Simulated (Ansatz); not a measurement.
S:
```xyz
32
Lattice="8.1924 0.0000 0.0000 0.0000 13.1578 0.0000 -4.9077 0.0000 7.7288" Properties=species:S:1:pos:R:3 pbc="T T T"
S      3.7393     8.6109     2.4849
S     -0.4546     4.5469     5.2438
S      1.9992     8.6109     1.3794
S      1.2855     4.5469     6.3493
S      5.0094     5.5325     2.6039
S     -1.7247     7.6253     5.1249
S      0.7292     5.5325     1.2605
S      2.5555     7.6253     6.4682
S      5.0821     7.3239     1.6097
S     -1.7974     5.8339     6.1190
S      0.6564     7.3239     2.2547
S      2.6283     5.8339     5.4741
S      3.8151     4.2375     1.5402
S     -0.5304     8.9203     6.1886
S      1.9234     4.2375     2.3242
S      1.3613     8.9203     5.4045
S     -3.6710     2.7057     6.8241
S      6.9557    10.4521     0.9047
S      4.5019     2.7057     4.7690
S     -1.2172    10.4521     2.9597
S      1.8831    12.7801     0.2154
S      1.4016     0.3777     7.5134
S      3.8554    12.7801     3.6490
S     -0.5707     0.3777     4.0798
S     -2.1851     1.4306     7.4534
S      5.4698    11.7272     0.2754
S      3.0160     1.4306     4.1398
S      0.2687    11.7272     3.5890
S     -2.8108    11.5061     6.3475
S      6.0955     1.6517     1.3813
S      3.6417    11.5061     5.2456
S     -0.3570     1.6517     2.4831
```

Relaxed with r²SCAN+D4. Special points in fractions of this cell's reciprocal vectors: Γ (0.000, 0.000, 0.000); Z (0.000, 0.500, 0.000); D (0.000, 0.500, 0.500); B (0.000, 0.000, 0.500); A (-0.500, 0.000, 0.500); E (-0.500, 0.500, 0.500); C2 (-0.500, 0.500, 0.000); Y2 (-0.500, 0.000, 0.000).

Question: List the band energies nearest the valence-band maximum at these points for r²SCAN+D4 (plane waves, PAW; program Ansatz).

Answer: In eV from the valence-band maximum; about four levels below and three above (degenerate sets whole), none deeper than 8.9 eV; points with the same levels are listed once.

| k | below | above |
|---|---|---|
| Γ | -0.76 -0.64 -0.24 -0.07 | 2.51 2.62 2.70 |
| Z | -0.71 -0.63 -0.24 -0.08 | 2.66 2.67 2.73 |
| D | -0.61 -0.61 -0.43 -0.43 | 2.44 2.44 2.72 2.72 |
| B | -0.60 -0.60 -0.44 -0.44 | 2.42 2.42 2.72 2.72 |
| A | -0.63 -0.63 -0.41 -0.41 | 2.60 2.60 2.73 2.73 |
| E | -0.60 -0.60 -0.47 -0.47 | 2.56 2.56 2.88 2.88 |
| C2 | -0.59 -0.59 -0.12 0.00 | 2.42 2.64 2.66 |
| Y2 | -0.64 -0.58 -0.07 0.00 | 2.49 2.55 2.61 |

Space group P2/c. The workflow started from a Materials Project entry (that database holds measured and hypothetical structures alike); the Crystallography Open Database files this formula in space group No. 13, but the cells were not matched. It is not the phase usual at ambient conditions (space group No. 70). The cell was relaxed with r²SCAN+D4 under the symmetry of its start; its stability against distortions is not shown here.

Potentials: the later of the program's two PAW sets.
